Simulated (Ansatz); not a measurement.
## In

```xyz
3
Lattice="1.6696 0.9640 8.2075 -1.6696 0.9640 8.2075 0.0000 -1.9279 8.2075" Properties=species:S:1:pos:R:3 pbc="T T T"
In    0.0000    0.0000    0.0000
In    0.0000    0.0000   19.1565
In    0.0000    0.0000    5.4659
```

Atoms are numbered in the order listed.

Structure from Materials Project entry mp-1184502 (possibly hypothetical), not relaxed further.

Spin–orbit coupling is left out, though it moves levels of the heavy atoms by tenths of an eV or more.

These are results of Ansatz 0.2.0, DFT, PBEsol, all-electron LAPW, scalar-relativistic, not measurements.

Numerical set-up: a Γ-centred 14×14×14 k mesh, Fermi–Dirac smearing of 0.05 eV, basis error target 0.5 meV/atom, no spin polarisation.

```yaml
Pressure_at_this_cell: -12.0 kbar
Volume_per_atom: 178.3 bohr³
```

(1) Stress xx, yy, zz (compression positive): what does the calculation give?

(2) Give the computed value. Density of states at the Fermi level (0.2 eV bin).

(3) Predict this quantity. Band gap.

(4) Largest force: what does the calculation give?

Results:

(1) -1.28, -1.28, -1.03 GPa.

(2) 1.47 states/eV per cell.

(3) none: with an odd electron count and no spin polarisation the bands can't all be full, a metal in this set-up (spin order or a larger cell could open a gap).

(4) 0.013 eV/Å on In2.
